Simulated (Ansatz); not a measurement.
Level of theory: DFT PBE, scalar-relativistic, plane waves, PAW (Ansatz 0.2.0). All cells share a 420 eV cutoff and Γ-centred k meshes spaced at most about 0.3 Å⁻¹ (about 0.25 or finer for metals, 2π included). No spin polarisation in the final relaxations.

These are static total energies at zero pressure.

Compare these two cells of Sc2SbP3, each relaxed at this level.

A.

```cif
data_structure
_symmetry_space_group_name_H-M 'P-4m2'
_symmetry_Int_Tables_number 115
_cell_length_a 3.7984
_cell_length_b 3.7984
_cell_length_c 8.0785
_cell_angle_alpha 90.000
_cell_angle_beta 90.000
_cell_angle_gamma 90.000
_cell_volume 116.56
loop_
_atom_site_label
_atom_site_type_symbol
_atom_site_symmetry_multiplicity
_atom_site_Wyckoff_symbol
_atom_site_fract_x
_atom_site_fract_y
_atom_site_fract_z
_atom_site_occupancy
Sc1 Sc 2 g 0.00000 0.50000 0.68247 1
Sb1 Sb 1 a 0.00000 0.00000 0.00000 1
P1 P 1 b 0.50000 0.50000 0.00000 1
P2 P 2 g 0.00000 0.50000 0.35369 1
```

B.

```cif
data_structure
_symmetry_space_group_name_H-M 'R-3m:H'
_symmetry_Int_Tables_number 166
_cell_length_a 4.6010
_cell_length_b 4.6010
_cell_length_c 20.0857
_cell_angle_alpha 90.000
_cell_angle_beta 90.000
_cell_angle_gamma 120.000
_cell_volume 368.24
loop_
_atom_site_label
_atom_site_type_symbol
_atom_site_symmetry_multiplicity
_atom_site_Wyckoff_symbol
_atom_site_fract_x
_atom_site_fract_y
_atom_site_fract_z
_atom_site_occupancy
Sc1 Sc 6 c 0.66667 0.33333 0.74590 1
Sb1 Sb 3 a 0.00000 0.00000 0.00000 1
P1 P 9 d 0.16667 0.83333 0.83333 1
```

Problem. Which form is favoured at zero pressure, and by what margin per atom?

Solution. A is lower, by 0.31 eV/atom. A has space group P-4m2 (No. 115), 19.4 Å³/atom and no gap on its mesh; B has space group R-3m (No. 166), 20.5 Å³/atom and no gap. B holds P–P nets (shortest 2.30 Å); in A the shortest P–P distance is 3.43 Å. The denser one is the lower, and pressure would at first widen the difference. In A, Sc is surrounded by 5 P at 2.66–2.70 Å, 2 P at 3.19 Å and 2 Sb at 3.19 Å; Sb has 4 P at 2.69 Å and 4 Sc at 3.19 Å; P on a site of symmetry -4m2 is surrounded by 4 Sb at 2.69 Å and 4 Sc at 3.19 Å; 1 more site not described. In B, Sc is surrounded by 6 P at 2.89 Å, 3 Sb at 3.10 Å and 1 Sc at 3.51 Å; Sb has 6 Sc at 3.10 Å and 6 P at 3.60 Å; around P lie 4 P at 2.30 Å, 4 Sc at 2.89 Å and 2 Sb at 3.60 Å. Both come from invented guesses.

These runs have no spin–orbit coupling, which can matter for Sb. Cells relaxed within their symmetry can be saddle points.
